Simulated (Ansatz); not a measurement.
BRh (CsCl type, Pm-3m), DFT-PBE in the program Ansatz with PAW potentials, all energies at zero smearing, with the estimated change up to a 700 eV cutoff added, with one set of potentials and settings (totals compare only within such a set). Cell of 2 atoms (1 Rh, 1 B): -6558.825 eV.

| element | reference phase | E (eV/atom) |
|---|---|---|
| Rh | Fm-3m, 1 atoms in the cell | -6402.9383 |
| B | R-3m, 12 atoms in the cell | -155.9170 |

Formation energy per atom, worked out: (-6558.825 − 1×(-6402.9383) − 1×(-155.9170))/2 = 0.015 eV/atom (1 kJ per mol of atoms), at 0 K, without zero-point energy or fitted corrections.

The cell is a constructed one: a structure type filled with these elements; neither database checked (COD, Materials Project) lists it. Whether it is the stable phase at ambient conditions was not checked. Symmetry was held in the PBE relaxation; its stability against distortions is not shown here. No spin polarisation was allowed. The references are the lowest solids computed at this level, not always the standard phases.

Potentials: the earlier of the program's two PAW sets.
